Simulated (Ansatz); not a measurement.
Here is an unrelaxed guess for MgCd3O4.

```cif
data_structure
_symmetry_space_group_name_H-M 'P4/mmm'
_symmetry_Int_Tables_number 123
_cell_length_a 3.5379
_cell_length_b 3.5379
_cell_length_c 10.0066
_cell_angle_alpha 90.000
_cell_angle_beta 90.000
_cell_angle_gamma 90.000
_cell_volume 125.25
loop_
_atom_site_label
_atom_site_type_symbol
_atom_site_symmetry_multiplicity
_atom_site_Wyckoff_symbol
_atom_site_fract_x
_atom_site_fract_y
_atom_site_fract_z
_atom_site_occupancy
Mg1 Mg 1 d 0.50000 0.50000 0.50000 1
Cd1 Cd 2 g 0.00000 0.00000 0.75000 1
Cd2 Cd 1 c 0.50000 0.50000 0.00000 1
O1 O 1 a 0.00000 0.00000 0.00000 1
O2 O 2 h 0.50000 0.50000 0.25000 1
O3 O 1 b 0.00000 0.00000 0.50000 1
```

Computed with DFT PBE, scalar-relativistic, plane waves, PAW in Ansatz 0.2.0. Settings: cutoff 420 eV, Γ-centred mesh 6×6×2 on the computed 8-atom cell, Gaussian smearing of 0.10 eV; no spin polarisation.

Formation energies are uncorrected and refer to the elements' standard structures at the same level (O₂ as a molecule).

**Question.** Estimate its pressure, forces and energy as it stands.

**Answer.** The pressure is -16.3 GPa (the mean over three directions, positive in compression), the largest force is 0.50 eV/Å, and the energy is −1.17 eV/atom against the elements. The shortest distance is 2.50 Å.

**Question.** Is it a good guess?

**Answer.** A fair one: relaxing gains about 0.20 eV/atom (the start's value is from the coarse mesh, so the gain is rough) in 13 ionic steps and ends at −1.36 eV/atom on the finer mesh. The symmetry stays P4/mmm (No. 123). The volume per atom shrinks by 18.5 %, from 15.7 to 12.8 Å³. The shortest distance goes from 2.50 Å (Cd–O and Mg–O) to 2.17 Å (Mg–O). Conventional cell: a = 3.308 Å, c = 9.330 Å. Mg has 2 O at 2.17 Å and 4 O at 2.34 Å; Cd on a site of symmetry 4mm is surrounded by 6 O at 2.27–2.40 Å; around O on a site of symmetry 4/mmm lie 6 Cd at 2.34–2.40 Å; 3 more sites not described.

The last run used a 12×12×4 mesh (in the run's order of axes) for its 8-atom cell and Gaussian smearing of 0.10 eV. The relaxation can't lower the symmetry of the start, and the grade says only how near the guess is to its own end. A structure relaxed within its symmetry needn't be a true minimum.
